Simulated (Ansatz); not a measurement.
BaTiO3 (cubic perovskite, Pm-3m), r²SCAN in the plane-wave PAW code Ansatz, all energies at zero smearing, with the estimated change up to a 700 eV cutoff added, with one set of potentials and settings (totals compare only within such a set). Cell of 5 atoms (1 Ba, 1 Ti, 3 O): -10183.807 eV.

| element | reference phase | E (eV/atom) |
|---|---|---|
| Ba | Im-3m, 1 atoms in the cell | -5964.4614 |
| Ti | P6/mmm, 3 atoms in the cell | -2504.3896 |
| O | C2/m, 4 atoms in the cell, spin-polarised | -566.0281 |

Formation energy per atom, worked out: (-10183.807 − 1×(-5964.4614) − 1×(-2504.3896) − 3×(-566.0281))/5 = -3.374 eV/atom (-326 kJ per mol of atoms), at 0 K, without zero-point energy or fitted corrections.

This is a known high-temperature phase of the composition, computed here at zero pressure and temperature. The cell was relaxed with r²SCAN under the symmetry of its start; whether a distortion lowers the energy is not shown. The run is not spin-polarised. The references are the lowest solids computed at this level, not always the standard phases (solids in place of the gases). Spin–orbit coupling is left out wherever it is not named.

Potentials: the later of the program's two PAW sets.
